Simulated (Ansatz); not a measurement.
Ta2SiN:
```xyz
8
Lattice="3.2238 0.0000 0.0000 -1.6119 2.7919 0.0000 0.0000 0.0000 12.0097" Properties=species:S:1:pos:R:3 pbc="T T T"
Si     0.0000     1.8613     9.0073
Si     1.6119     0.9306     3.0024
Ta     0.0000     1.8613     1.1502
Ta     1.6119     0.9306     7.1551
Ta     1.6119     0.9306    10.8595
Ta     0.0000     1.8613     4.8546
N      0.0000     0.0000     0.0000
N      0.0000     0.0000     6.0049
```

Relaxed with r²SCAN. Special points in fractions of this cell's reciprocal vectors: Γ (0.000, 0.000, 0.000); M (0.500, 0.000, 0.000); K (0.333, 0.333, 0.000); A (0.000, 0.000, 0.500); L (0.500, 0.000, 0.500); H (0.333, 0.333, 0.500).

Question: List the band energies nearest the Fermi level at these points for plane-wave PAW r²SCAN (Ansatz code).

Answer: In eV from the Fermi level; about four levels below and three above (degenerate sets whole), none deeper than 8.9 eV; points with the same levels are listed once.

```
k                          below                          above
-  -----------------------------  -----------------------------
Γ  -1.21 -1.21 -0.43 -0.43 -0.07                 0.31 0.53 0.53
M        -3.64 -3.30 -0.92 -0.30                 0.21 0.67 1.21
K        -2.23 -0.58 -0.58 -0.50                 0.36 0.36 2.14
A        -0.06 -0.06 -0.06 -0.06  0.78 0.78 1.70 1.70 1.70 1.70
L        -3.48 -3.48 -0.64 -0.64            0.46 0.46 1.69 1.69
H        -1.45 -1.45 -0.69 -0.69            0.50 0.50 2.68 2.68
```

Space group P6_3/mmc. The start of the workflow was typed in or built on a structure type; neither database checked (COD, Materials Project) lists it. Whether it is the stable phase at ambient conditions was not checked. The r²SCAN relaxation kept the symmetry of its start; whether a distortion lowers the energy is not shown. The run is not spin-polarised. Spin–orbit coupling is left out wherever it is not named.

Potentials: the earlier of the program's two PAW sets.
